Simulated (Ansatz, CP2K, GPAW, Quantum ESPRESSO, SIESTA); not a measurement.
One calculation of Ga3Se, 5 ways

```
Se Ga
1.0
     4.43246    0.00000    0.00000
     0.00000    4.43246    0.00000
     0.00000    0.00000    4.43246
Se Ga
1 3
Direct
  0.00000 0.00000 0.00000
  0.50000 0.50000 0.00000
  0.50000 0.00000 0.50000
  0.00000 0.50000 0.50000
```

The cell comes from a database or a generator and needn't be the stable form of this composition.

Alike in all runs: task equation of state; functional PBE; k mesh 6 × 6 × 6; occupations fermi-dirac, width 0.05 eV; no spin polarisation; no spin-orbit coupling.

| program and potentials | plane-wave cutoff (eV) | notes | equilibrium volume (Å³/atom) | bulk modulus (GPa) |
| --- | --- | --- | --- | --- |
| Ansatz, Ansatz PAW | 420 | - | ? | ? |
| CP2K, POTENTIAL_UZH Se GTH-PBE-q6, Ga GTH-PBE-q13; TZVP-MOLOPT-PBE-GTH basis | - | atomic basis | 21.75 | 36.2 |
| SIESTA, files PseudoDojo sr-pbe-0.4.1-standard, DZP (energy shift 0.003 Ry; two zetas on semicore shells) | - | atomic basis | 21.95 | 42.0 |
| Quantum ESPRESSO, SSSP 1.3 efficiency PBE | 952 | - | 21.46 | 39.8 |
| GPAW, GPAW PAW data sets (gpaw-data 1.2.1) | 600 | - | 21.30 | 41.4 |

Task: Estimate from the other rows what the run with Ansatz, Ansatz PAW gave.

Result: Equilibrium volume 21.45 Å³/atom; bulk modulus 39.8 GPa. The other rows, which needn't bracket it: equilibrium volume 21.30 to 21.95; bulk modulus 36.2 to 42.0.
